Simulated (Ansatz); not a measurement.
K: an elastic constant from a strain scan

Level of theory: Ansatz 0.2.0, DFT PBEsol, scalar-relativistic, plane waves, PAW. Settings: plane waves to 420 eV, k-mesh 14×14×14 (Γ-centred), Gaussian smearing 0.15 eV. No spin polarisation. Energies are free energies at this smearing, counted from the undisturbed cell; pressure is positive in compression.

Zero of the scan (as given, not relaxed at this level; it stands at 0.0 GPa):

```xyz
1
Lattice="-2.6180 2.6180 2.6180 2.6180 -2.6180 2.6180 2.6180 2.6180 -2.6180" Properties=species:S:1:pos:R:3 pbc="T T T"
K     0.0000    0.0000    0.0000
```

The cell is strained by ε times the Voigt pattern (0, 1, 0, 0, 0, 0) (xx, yy, zz, yz, xz, xy; engineering shear) with fractional coordinates fixed. The cell holds 1 atom in V0 = 71.77 Å³. The stress column is τ = (1/V0) dE/dε, got from the stress tensor σ (compression positive) at each point as −det(1 + εP) σ : P(1 + εP)⁻¹, with P the pattern as a tensor.

| ε | ΔE (meV/atom) | τ (GPa) |
| --- | --- | --- |
| -0.0400 | 0.858 | -0.146 |
| -0.0300 | 0.320 | -0.094 |
| -0.0200 | 0.007 | -0.046 |
| -0.0100 | -0.096 | 0.000 |
| 0.0000 | 0.000 | 0.042 |
| 0.0100 | 0.281 | 0.082 |
| 0.0200 | 0.734 | 0.120 |
| 0.0300 | 1.348 | 0.154 |
| 0.0350 | 1.711 | 0.170 |
| 0.0400 | ? | ? |

Q: Which combination of elastic constants does this scan measure, and how large is it?

A: For small ε, τ = τ0 + Kε with K = pᵀCp, which for this pattern is C11 in the cubic axes. The parabola through τ at ε = -0.0100, 0 and 0.0100 has slope K = 4.1 GPa at zero. The energies per cell, E = NΔE, of the wider pair ε = ±0.0300 give K = 2[E(ε₊)/ε₊ − E(ε₋)/ε₋]/[(ε₊ − ε₋)V0] = 4.1 GPa, in agreement.

Q: Predict the withheld row at ε = 0.0400 from the harmonic law, and compare.

A: ΔE = V0(τ0 ε + Kε²/2)/N = 2.241 meV/atom and τ = 0.21 GPa. The calculation gives 2.109 meV/atom and 0.19 GPa: the energy lies 6 % below the harmonic value, as bonds soften when stretched.

In a metal these slopes depend on the k mesh and the smearing.